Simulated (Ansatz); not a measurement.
Consider the following.

AlN (wurtzite)

Space group P6₃mc (No. 186); a = b = 3.107 Å, c = 4.978 Å, α = β = 90.00°, γ = 120.00°

```
atom  site  symmetry       x       y       z
----  ----  --------  ------  ------  ------
Al      2b       3m.  0.6667  0.3333  0.4966
N       2b       3m.  0.3333  0.6667  0.3782
```

E(V) scan at fixed shape, V₀ the volume above. The atoms relax within the cell's symmetry.

Level of theory: r2SCAN (plane waves to 500 eV, PAW, scalar-relativistic; Ansatz, a program for electronic structure). k mesh 12×12×7 (Γ-centred), Fermi-Dirac smearing 0.05 eV. The energy includes the smearing's −TS. Stress and pressure are positive under compression. With the shape held, the modulus is that of even scaling; a crystal free to change shape is softer. AlN was relaxed with its symmetry unable to fall. The PAW data are Ansatz's earlier set. The zero of ΔE is the relaxed starting cell.

The scan covers V/V₀ from 0.840 to 1.160 in 13 points.

### Question
What is ΔE at V/V₀ = 1.160?

### Answer
137.4 meV/atom.

### Question
What pressure does the cell carry at V/V₀ = 0.840?

### Answer
51.2 GPa.

### Question
What is ΔE at V/V₀ = 0.840?

### Answer
231.3 meV/atom.

(Under strain, the slope of the energy per volume gives the stress and its curvature an elastic modulus.)
